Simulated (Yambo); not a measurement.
Yambo run on K$_{3}$RhF$_{6}$ (space group Fm-3m, No. 225). The wavefunctions are LDA (Quantum ESPRESSO, PseudoDojo norm-conserving, 88 Ry, no spin-orbit coupling) ones on a 2×2×2 mesh (43 occupied bands); a = b = c = 6.237 Å, α = β = γ = 60.00°.

Yambo input:

```
rim_cut
gw0
dyson
el_el_corr
HF_and_locXC
ppa
em1d
RandQpts= 1000000
RandGvec= 1 Ry
FFTGvecs= 20 Ry
EXXRLvcs= 88 Ry
VXCRLvcs= 352 Ry
Chimod= "HARTREE"
% BndsRnXp
 5 | 328 |
%
NGsBlkXp= 8 Ry
% LongDrXp
 1.0 | 1.0 | 1.0 |
%
PPAPntXp= 27.2114 eV
% GbndRnge
 1 | 328 |
%
GTermKind= "BG"
DysSolver= "n"
ExtendOut
% QPkrange
 3 | 3 | 43 | 44 |
%
```

k points by index: 3 = X.

Resulting energies as the program prints them:

```
#    K-point    Band    Eo [eV]    E [eV]    E-Eo [eV]    Vxc [eV]    Vnlxc [eV]    Sc|Eo [eV]    Sc|E [eV]    dSc/dw|Eo [eV]    Re(Z)    Im(Z)
#
    3    43    0.000000    -1.304953    -1.304953    -21.67346    -27.06059    3.800187    4.082174    -5.879390    0.822323    -0.001414
    3    44    2.029050    4.596644    2.567594    -21.05553    -14.92300    -3.061747    -3.564932    -5.332714    0.836139    -0.295415E-3
```
(The two width columns are left out.) Convergence of these settings isn't established.

Geometry of the Materials Project entry, not relaxed at this level.

The structure is a Materials Project entry; no match was found in the copy of COD used, and its stability was not checked.
